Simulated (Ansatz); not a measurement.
Starting cell, SrVO3 (cubic perovskite):

```
CELL_PARAMETERS angstrom
      3.85813     0.00000     0.00000
      0.00000     3.85813     0.00000
      0.00000     0.00000     3.85813
ATOMIC_POSITIONS crystal
  Sr 0.00000 0.00000 0.00000
  V  0.50000 0.50000 0.50000
  O  0.00000 0.50000 0.50000
  O  0.50000 0.50000 0.00000
  O  0.50000 0.00000 0.50000
```

Scan: atom 1 (Sr, nearest neighbour O at 2.728 Å; its periodic images, 3.9 Å or more away, move with it) is displaced along Cartesian x, direction (1.000, 0.000, 0.000) in Cartesian axes, by s. The other atoms stay.

Level of theory: PBE (plane waves to 420 eV, PAW, scalar-relativistic; Ansatz, a program for electronic structure). k mesh 10×10×10 (Γ-centred), Fermi-Dirac smearing 0.05 eV. Energies are smeared free energies. With partly filled bands, energies and forces of such displacements shift with the k mesh and the smearing. SrVO3 is run without spin polarisation and with no Hubbard U. SrVO3 was relaxed with its symmetry unable to fall. The PAW data are Ansatz's earlier set. The zero of ΔE is the undisplaced structure. The last digit holds for this mesh only.

| s (Å) | ΔE (meV/cell) |
|---|---|
| -0.270 | 154.6 |
| -0.216 | withheld |
| -0.162 | 54.1 |
| -0.108 | 23.8 |
| -0.054 | 5.9 |
| 0.000 | 0.0 |
| 0.054 | 5.9 |
| 0.108 | 23.8 |
| 0.162 | 54.1 |
| 0.216 | withheld |
| 0.270 | 154.6 |

Problem. Fit an even polynomial form (powers 2, 4) to the given rows and predict ΔE at s = -0.216.

Solution. Least squares on the 9 given rows: ΔE = (2027)·s² + (1283)·s⁴, in meV/cell with s in Å; root-mean-square residual 0.02 meV/cell. At -0.216 the fit gives 97.4 meV/cell; the calculation gives 97.4 meV/cell, the same to the digits shown. The quadratic term alone would give 94.6 meV/cell.

(A displaced cell: forces are minus the slopes of the energy, force constants its curvatures, and phonons follow from these.)
